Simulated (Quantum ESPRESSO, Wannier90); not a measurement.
# YTl (CsCl type): Wannier90 run

Cell from Materials Project (mp-11575), symmetrised, no further relaxation. COD (Crystallography Open Database) has an entry of this formula and space group (matched by these alone). Level: LDA, no spin polarisation, no spin-orbit coupling; pw.x of Quantum ESPRESSO at 58 Ry with PseudoDojo potentials, 8×8×8 k-points, Wannier90. Density: 12×12×12 mesh, cold smearing 0.01 Ry. Spin-orbit coupling is left out although heavy elements are present.

On the energy scale of pw.x, whose zero is arbitrary, the Fermi level lies at 11.81 eV.

Isolated groups of bands, relative to the Fermi level (bands from 11 on overlap up to the last one computed):

| bands | from (eV) | to (eV) | filling | weight on atomic waves |
|---|---|---|---|---|
| 1 | -43.01 | -42.97 | filled | Y 4s 94 %, Tl 6p 4 % |
| 2–4 | -23.16 | -22.92 | filled | Y 4p 98 % |
| 5–9 | -11.66 | -11.20 | filled | Tl 5d 99 % |
| 10 | -8.95 | -4.45 | filled | Tl 6s 60 %, Y 4d 17 %, Y 5s 10 % |

Input w.win:

```
num_bands = 22
num_wann = 13
exclude_bands = 1-9
num_iter = 1000
conv_tol = 1.0e-6
conv_window = 4
dis_num_iter = 1000
dis_conv_tol = 1.0e-6
dis_froz_max = 1.50
write_hr = true
write_u_matrices = true
begin projections
f=0.51003,0.50688,0.49478: s;p;d
f=-0.00603,-0.01170,0.00138: s;p
end projections
begin unit_cell_cart
ang
    3.7776000000    0.0000000000    0.0000000000
    0.0000000000    3.7776000000    0.0000000000
    0.0000000000    0.0000000000    3.7776000000
end unit_cell_cart
begin atoms_frac
Y    0.5000000000  0.5000000000  0.5000000000
Tl   0.0000000000  0.0000000000  0.0000000000
end atoms_frac
mp_grid = 8 8 8
begin kpoints
0.0000000000 0.0000000000 0.0000000000
0.0000000000 0.0000000000 0.1250000000
0.0000000000 0.0000000000 0.2500000000
... (509 more lines: the 8x8x8 mesh through Gamma)
end kpoints
```

The run ends without an error message, but its bands miss those of pw.x by 462 meV rms and 1.23 eV at worst (states up to 1.0 eV relative to the Fermi level).

Q: What is the mistake?

A: Window typed relative to the reference level, not as an absolute energy. With that mended (13 functions from bands 10-31 of the 31 computed, start hydrogen-like Y: s;p;d; Tl: s;p, centres 0.05 Å off the atoms, frozen window up to 1.50 eV relative to the Fermi level, outer window open) the misfit is 2.5 meV rms.
